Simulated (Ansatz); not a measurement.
A relaxed structure of Hf is spoiled in several ways and relaxed again each time (noise and exchanges are one random draw each; squeezed and stretched starts keep its symmetry, which their runs cannot lower; pressure is positive under compression). Calculation: r2SCAN (plane waves to 500 eV, PAW, scalar-relativistic; Ansatz, a quantum-chemistry and plane-wave program).

Space group P6₃/mmc (No. 194); a = b = 3.198 Å, c = 5.047 Å, α = β = 90.00°, γ = 120.00°

```json
[
 {"atom": "Hf", "site": "2d", "symmetry": "-6m2", "x": "0.6667", "y": "0.3333", "z": "0.2500"}
]
```

| change | first pressure (GPa) | largest first force (eV/Å) | released (eV/atom) | moves | outcome | final group | E − E(parent) (eV/atom) |
|---|---|---|---|---|---|---|---|
| stretched uniformly to 115 % of its volume | -12.3 | 0.00 | 0.14 | 7 | [?] | [?] | [?] |
| with every coordinate shifted by Gaussian noise of σ = 0.3 Å | – | – | 1.2 | 9 | returns to the parent | P6₃/mmc | 0.00 |
| deformed by the Cartesian strain tensor (xx, yy, zz, yz, xz, xy) = (0.054, -0.006, 0.066, 0.117, 0.044, 0.043) | [?] | 0.55 | [?] | 10 | [?] | [?] | [?] |

**Question.** Fill in the missing entries.

**Answer.** 
- deformed by the Cartesian strain tensor (xx, yy, zz, yz, xz, xy) = (0.054, -0.006, 0.066, 0.117, 0.044, 0.043), first pressure (GPa): -8.3
- deformed by the Cartesian strain tensor (xx, yy, zz, yz, xz, xy) = (0.054, -0.006, 0.066, 0.117, 0.044, 0.043), released (eV/atom): 0.29
- deformed by the Cartesian strain tensor (xx, yy, zz, yz, xz, xy) = (0.054, -0.006, 0.066, 0.117, 0.044, 0.043), outcome: returns to the parent
- deformed by the Cartesian strain tensor (xx, yy, zz, yz, xz, xy) = (0.054, -0.006, 0.066, 0.117, 0.044, 0.043), final group: P6₃/mmc
- deformed by the Cartesian strain tensor (xx, yy, zz, yz, xz, xy) = (0.054, -0.006, 0.066, 0.117, 0.044, 0.043), E − E(parent) (eV/atom): 0.00
- stretched uniformly to 115 % of its volume, outcome: returns to the parent
- stretched uniformly to 115 % of its volume, final group: P6₃/mmc
- stretched uniformly to 115 % of its volume, E − E(parent) (eV/atom): 0.00

First-step values come from each run's starting, coarser k-mesh (11×11×6, 12×12×7, 11×12×6). Each cell has its own k-point mesh; energy differences are given only to the digits this allows. No spin polarisation in the result.
